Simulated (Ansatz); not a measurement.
BaCaF₄ on the sites of the fluorite structure (relaxed group P4/mmm) was relaxed with 3 functionals in the PAW code Ansatz, cell and atoms free, the symmetry of the start kept (meshes: PBE 6×6×4, r2SCAN 6×6×4, PBEsol 6×6×4). Note: simulated data, non-magnetic, for a generated structure that need not be the stable one.

The PBEsol result:
Space group P4/mmm (No. 123). a = 4.053 Å, b = 4.053 Å, c = 5.911 Å, α = 90.00°, β = 90.00°, γ = 90.00°

| atom | site | symmetry | x | y | z |
| --- | --- | --- | --- | --- | --- |
| Ca | 1a | 4/mmm | 0.0000 | 0.0000 | 0.0000 |
| F | 4i | 2mm. | 0.0000 | 0.5000 | 0.7760 |
| Ba | 1d | 4/mmm | 0.5000 | 0.5000 | 0.5000 |

The symmetry is P4/mmm (No. 123, tetragonal); conventional cell a = 4.053 Å, c = 5.911 Å, 16.19 Å³ an atom. Ca is surrounded by 8 F at 2.42 Å; F is surrounded by 2 Ca at 2.42 Å and 2 Ba at 2.60 Å; Ba is surrounded by 8 F at 2.60 Å.

Question: Order the functionals by the relaxed volume, smallest first.
A. r2SCAN
B. PBE
C. PBEsol

Answer: C (16.19 Å³/atom), A (16.47 Å³/atom), B (17.03 Å³/atom).

Question: What lattice does PBE give?

Answer: a = 4.127 Å, c = 6.001 Å; the volume differs by +5.2 % from PBEsol's. Ca is surrounded by 8 F at 2.47 Å; F is surrounded by 2 Ca at 2.47 Å and 2 Ba at 2.64 Å; Ba is surrounded by 8 F at 2.64 Å.

Question: How does the cell change with r2SCAN?

Answer: a = 4.071 Å, c = 5.965 Å; the volume differs by +1.8 % from PBEsol's. Around Ca lie 8 F at 2.43 Å; around F lie 2 Ca at 2.43 Å and 2 Ba at 2.62 Å; around Ba lie 8 F at 2.62 Å.

Question: Held at the r2SCAN cell, what mean stress does PBE find, and does its sign point to its own minimum?

Answer: Yes. PBE +2.18 GPa, and its relaxed volume is +3.4 % from r2SCAN's. Compression counts positive, so a positive stress asks for a larger cell.
